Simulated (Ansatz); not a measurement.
Cr2CdS4 (spinel, Fd-3m) at seven volumes, the program Ansatz at the r²SCAN level (PAW), shape and atoms relaxed at each. One row is withheld.

```tsv
V (Å³/atom)	P (GPa)
17.674	10.36
18.257	6.33
18.840	2.91
19.422	0.00
20.005	-2.47
20.588	?
21.170	-6.35
```

Problem. Fit the shown pressures and predict the withheld one.

Solution. Third-order Birch–Murnaghan: P = (3/2)B₀(x^(7/2) − x^(5/2))[1 + (3/4)(B′ − 4)(x − 1)] with x = (V₀/V)^(2/3). Least squares on the six rows gives V₀ = 19.423 Å³/atom, B₀ = 89.14 GPa, B′ = 4.41. At V = 20.588, x = 0.9619 and P = -4.57 GPa. The run itself gave -4.57 GPa.

The workflow started from an entry of the Crystallography Open Database (COD). Whether it is the stable phase at ambient conditions was not checked. The cell was relaxed with r²SCAN under the symmetry of its start; whether a distortion lowers the energy is not shown. Spin order of the final state: ferromagnetic, chosen from 2 collinear starts compared on coarse meshes (ties went to the first, and starts can fall back to one state), not a proven ground state. Other orbital occupations within this spin state were not tried. No Hubbard U is applied.

Potentials: the later of the program's two PAW sets.
